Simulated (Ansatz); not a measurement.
The start is a relaxed CoSi2 cell, doubled along one cell vector, shaken by Gaussian noise of σ = 0.08 Å a coordinate. The structure is fully relaxed (lattice and positions, P = 0) with PBEsol (plane waves to 420 eV, PAW, scalar-relativistic; Ansatz, a program for electronic structure). The first steps use a coarse 4×7×4 k-mesh.

Starting cell:
```
CELL_PARAMETERS angstrom
      6.80175     0.00000     0.00000
      0.00000     3.40087     0.00000
      0.00000     0.00000     6.26156
ATOMIC_POSITIONS crystal
  Si 0.98184 0.02274 0.99784
  Si 0.50260 0.03130 0.99858
  Si 0.24854 0.48670 0.98681
  Si 0.75438 0.52674 0.01415
  Si 0.26728 0.00088 0.39615
  Si 0.75116 0.99856 0.37599
  Si 0.98211 0.47449 0.60592
  Si 0.50044 0.47291 0.62722
  Co 0.25298 0.99571 0.74632
  Co 0.73495 0.01478 0.76535
  Co 0.99596 0.51849 0.24299
  Co 0.51079 0.49468 0.23084
```

### Question
How large is the pressure on the unrelaxed cell, and of which sign?

### Answer
+3 GPa (positive: the cell is compressed).

### Question
Which atoms feel the largest initial force, and how large is it?

### Answer
About 2.5 eV/Å, on Co12 (atoms numbered as listed).

### Question
By how much does the energy per atom fall from start to end?

### Answer
0.07 eV/atom.

### Question
Does it find its way back to the structure it was made from?

### Answer
It returns to the parent structure, P4/nmm (No. 129).

### Question
How do the shortest distances between atoms change?

### Answer
The closest pairs of elements (up to four, under 3.6 Å), start → end: Co–Si 2.14 → 2.28 Å; Si–Si 2.29 → 2.40 Å; Co–Co 3.28 → 3.40 Å.

### Question
Is the relaxed structure metallic? Give its gap.

### Answer
Zero (metallic).

It ends as:

```cif
data_Co2Si4
_chemical_formula_sum 'Si4 Co2'
_space_group_name_H-M_alt 'P4/nmm :1'
_space_group_IT_number 129
_space_group_name_Hall 'P 4ab 2ab -1ab'
_cell_length_a 3.40094
_cell_length_b 3.40094
_cell_length_c 6.26158
_cell_angle_alpha 90.000
_cell_angle_beta 90.000
_cell_angle_gamma 90.000
loop_
_space_group_symop_operation_xyz
  'x, y, z'
  '-y+1/2, x+1/2, z'
  '-x, -y, z'
  'y+1/2, -x+1/2, z'
  'x+1/2, -y+1/2, -z'
  '-y, -x, -z'
  '-x+1/2, y+1/2, -z'
  'y, x, -z'
  '-x+1/2, -y+1/2, -z'
  'y, -x, -z'
  'x+1/2, y+1/2, -z'
  '-y, x, -z'
  '-x, y, z'
  'y+1/2, x+1/2, z'
  'x, -y, z'
  '-y+1/2, -x+1/2, z'
loop_
_atom_site_label
_atom_site_type_symbol
_atom_site_symmetry_multiplicity
_atom_site_Wyckoff_symbol
_atom_site_fract_x
_atom_site_fract_y
_atom_site_fract_z
_atom_site_occupancy
Si1 Si 2 b 0.50000 0.50000 0.50000 1
Si2 Si 2 c 0.50000 0.00000 0.11378 1
Co1 Co 2 c 0.00000 0.50000 0.25658 1
```

Final values are on a 14×14×8 k-mesh of the relaxed cell. No spin polarisation in the result. A magnetic state may lie lower.

The relaxed structure here is a generated cell of CoSi2: the first start was made by placing the elements on the sites of a structure type, and the end was not matched to a known phase here, so it may be hypothetical. Known forms of CoSi2 include space group No. 225.
